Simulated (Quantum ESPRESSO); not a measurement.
Kohn-Sham bands of LiHF2 (R-3m)

```
LiHF2
1.0
   -1.46698     2.54089     0.00000
   -2.93397     0.00000     0.00000
   -1.46698     0.84696     4.36669
Li H F
1 1 2
Cartesian
  0.00000   0.00000   0.00000
 -2.93397   1.69393   2.18335
  1.46698  -0.84696   1.04766
 -1.46698   0.84696  -1.04766
```

Materials Project entry mp-24199; symmetrised, unrelaxed at this level. Not found in the COD (Crystallography Open Database) copy used; not checked further. Method: LDA plane waves in Quantum ESPRESSO 7.5 (PseudoDojo norm-conserving files, 68 Ry, no spin polarisation, no spin-orbit coupling), Bloch states on a 10×10×10 mesh through Γ, Wannier90 4.0.1. Density: 12×12×12 mesh, cold smearing 0.01 Ry.

Energies are relative to the valence-band maximum; weights are on the orthonormalised atomic waves of the pseudopotential files, averaged over the group. 18 electrons a cell are treated as valence.

| bands | from (eV) | to (eV) | filling | weight on atomic waves |
|---|---|---|---|---|
| 1 | -39.28 | -39.24 | filled | … |
| 2 | -20.71 | -20.22 | filled | … |
| 3 | -19.54 | -19.03 | filled | … |
| 4 | -5.79 | -4.63 | filled | … |
| 5–9 | -2.71 | 0.00 | filled | … |

Q: Which atomic shells make up each group?

A: 
- 1, weight on atomic waves: Li 1s 98 %
- 2, weight on atomic waves: F 2s 81 %, H 1s 14 %
- 3, weight on atomic waves: F 2s 97 %
- 4, weight on atomic waves: F 2p 79 %, H 1s 13 %, F 2s 5 %
- 5–9, weight on atomic waves: F 2p 98 %

The Kohn-Sham gap over both meshes and the path is 8.10 eV.
